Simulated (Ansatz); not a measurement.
## Mn₃Cu: which magnetic state is lowest?

The calculation used Ansatz 0.2.0, DFT r2SCAN, scalar-relativistic, plane waves, PAW.

```cif
data_structure
_symmetry_space_group_name_H-M 'P 1'
_symmetry_Int_Tables_number 1
_cell_length_a 3.4824
_cell_length_b 3.4824
_cell_length_c 3.4824
_cell_angle_alpha 90.000
_cell_angle_beta 90.000
_cell_angle_gamma 90.000
_cell_volume 42.23
loop_
_atom_site_label
_atom_site_type_symbol
_atom_site_fract_x
_atom_site_fract_y
_atom_site_fract_z
_atom_site_occupancy
Mn1 Mn 0.00000 0.50000 0.50000 1
Mn2 Mn 0.50000 0.00000 0.50000 1
Mn3 Mn 0.50000 0.50000 0.00000 1
Cu1 Cu 0.00000 0.00000 0.00000 1
```

The plane-wave cutoff is 500 eV and the Γ-centred k-mesh is 12×12×12. The occupation rule is Gaussian smearing, 0.1 eV. The list of starting moments (μB, in atom order) is 4 4 4 0. The check for lower electronic states after the SCF is off.

All runs keep this geometry, which isn't relaxed for the lowest state (largest force there 0.000 eV/Å, pressure 30.7 GPa) and needn't be a stable compound; relaxing each order would shift the differences by some 230 meV/atom, going by the pressures and a bulk modulus of about 150 GPa. Signs run over the atoms with starting moments. r2SCAN tends to overstate moments in metals. Site moments are spin moments in atom-centred spheres that scale with the neighbour distance. The states are those that the runs reached from these starts; a lower one can exist.

**Question.** Order the starts by the energy of the state that they reach, lowest first.
A. ferromagnetic
B. ferrimagnetic in the cell, signs ++-
C. no spin

**Answer.** B (0.00 meV/atom), A (246 meV/atom), C (351 meV/atom).

```tsv
start	ends	energy above lowest (meV/atom)	site moments (μB)	gap on mesh (eV)	P (GPa)
no spin	non-magnetic	351	none over 0.05	metal	2.0
ferromagnetic	ferromagnetic	246	Mn +2.39 (×3), Cu +0.13	metal	32.7
ferrimagnetic in the cell, signs ++-	ferrimagnetic	0.00	Mn +2.34 (×2), Mn -2.98	metal	30.7
```

Cost: 3 runs of about 4.8 core-minutes in all, on Intel Xeon Processor @ 2.70GHz (shared hosts).